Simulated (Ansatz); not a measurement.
**LaN: computed property card**

LaN:
```xyz
2
Lattice="0.0000 2.8065 2.8065 2.8065 0.0000 2.8065 2.8065 2.8065 0.0000" Properties=species:S:1:pos:R:3 pbc="T T T"
N      1.4033     1.4033     1.4033
La     0.0000     0.0000     0.0000
```

Space group F-43m (No. 216), zinc blende; conventional cell a = 5.6130 Å, b = 5.6130 Å, c = 5.6130 Å, α = 90.00°, β = 90.00°, γ = 90.00°.

Method: the program Ansatz at the PBE level (PAW). Structure relaxed to zero pressure with the same functional. Other levels are named where they apply.

### Cell and energy

```yaml
volume_per_atom: 22.11 Å³
density: 5.74 g/cm³
Formation energy from the elements (no fitted shifts): -1.22 eV/atom
```

### Electronic structure

```yaml
band_gap: 1.17 eV (indirect)
valence_band_maximum: at X
conduction_band_minimum: at Γ
smallest_direct_gap_on_the_standard_path: 2.25 eV
electron_effective_mass: 0.40 mₑ (isotropic)
Electron effective mass with spin–orbit coupling: 0.40 mₑ (isotropic)
Hole effective mass with spin–orbit coupling: 0.73, 1.1, 1.1 mₑ (principal values)
Gap with spin–orbit coupling: 1.09 eV
```

### Mechanics

```yaml
Bulk modulus (Birch–Murnaghan fit): 86.1 GPa
Pressure derivative B′: 3.6
```

The start of the workflow was typed in or built on a structure type; neither database checked (COD, Materials Project) lists it. COD files the formula under space group No. 225. Whether it is the stable phase at ambient conditions was not checked. The cell was relaxed with PBE under the symmetry of its start; its stability against distortions is not shown here. The references are the lowest solids computed at this level, not always the standard phases (solids in place of the gases). Scalar-relativistic: spin–orbit coupling is off unless named, which matters more the heavier the elements.

Potentials: the earlier of the program's two PAW sets.
